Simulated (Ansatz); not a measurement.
An element in the sc structure gives these cold pressures by all-electron LAPW under LDA (Ansatz 0.2.0, scalar-relativistic, no spin polarisation).

| V (Å³/atom) | P (GPa) |
| --- | --- |
| 103.63 | 0.04 |
| 93.27 | 0.25 |
| 82.91 | 0.51 |
| 72.54 | 0.83 |
| 62.18 | 1.23 |
| 51.82 | 1.79 |
| 41.45 | 3.56 |

Question: Which element is it?

Answer: Cs. Its zero-pressure volume in this structure is near 103.6 Å³/atom; the volume and the steepness of P(V) together point to it, though neighbours can come close. This is the case that was computed; others weren't tested.
